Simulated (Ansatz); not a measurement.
Ca (bcc (W type), Im-3m) at seven volumes, r²SCAN in the plane-wave PAW code Ansatz, scaled uniformly. One row is withheld.

```
V (Å³/atom)  P (GPa)
-----------  -------
39.423          1.87
40.723          1.18
42.022          0.56
43.322          0.00
44.622         -0.50
45.921         -0.95
47.221             ?
```

Fit the shown pressures and predict the withheld one.

Third-order Birch–Murnaghan: P = (3/2)B₀(x^(7/2) − x^(5/2))[1 + (3/4)(B′ − 4)(x − 1)] with x = (V₀/V)^(2/3). Least squares on the six rows gives V₀ = 43.325 Å³/atom, B₀ = 17.62 GPa, B′ = 2.58. At V = 47.221, x = 0.9442 and P = -1.35 GPa. The run itself gave -1.34 GPa.

This is a known high-temperature phase of the composition, computed here at zero pressure and temperature. The r²SCAN relaxation kept the symmetry of its start; whether a distortion lowers the energy is not shown.

Potentials: the earlier of the program's two PAW sets.
